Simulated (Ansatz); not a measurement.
MoPd:
```xyz
2
Lattice="0.0000 2.5726 2.5726 2.5726 0.0000 2.5726 2.5726 2.5726 0.0000" Properties=species:S:1:pos:R:3 pbc="T T T"
Pd     0.0000     0.0000     0.0000
Mo     2.5726     2.5726     2.5726
```

Relaxed with PBEsol. Special points in fractions of this cell's reciprocal vectors: Γ (0.000, 0.000, 0.000); X (0.500, 0.000, 0.500); U (0.625, 0.250, 0.625); K (0.375, 0.375, 0.750); L (0.500, 0.500, 0.500); W (0.500, 0.250, 0.750).

Question: List the band energies nearest the Fermi level at these points for plane-wave PAW PBEsol with spin–orbit coupling (Ansatz code).

Answer: In eV from the Fermi level; about four levels below and three above (degenerate sets whole), none deeper than 8.9 eV; points with the same levels are listed once.

```tsv
k	below	above
Γ	-5.12 -5.12 -5.12 -5.12 -4.95 -4.95	1.10 1.10 1.10 1.10
X	-2.87 -2.87 -0.52 -0.52	0.70 0.70 0.80 0.80
U	-3.17 -3.17 -0.71 -0.71	0.12 0.12 0.48 0.48
L	-1.63 -1.63 -0.48 -0.48	0.25 0.25 0.33 0.33
W	-0.10 -0.10 -0.08 -0.08	0.74 0.74 3.26 3.26
```

Space group Fm-3m (rock salt). The start of the workflow was typed in or built on a structure type; neither database checked (COD, Materials Project) lists it. Its standing as an ambient phase is unchecked. The PBEsol relaxation kept the symmetry of its start. At this level the phase is mechanically unstable. No spin polarisation was allowed. Its formation energy is positive at this level, so the cell may be metastable or incomplete.

Potentials: the later of the program's two PAW sets.
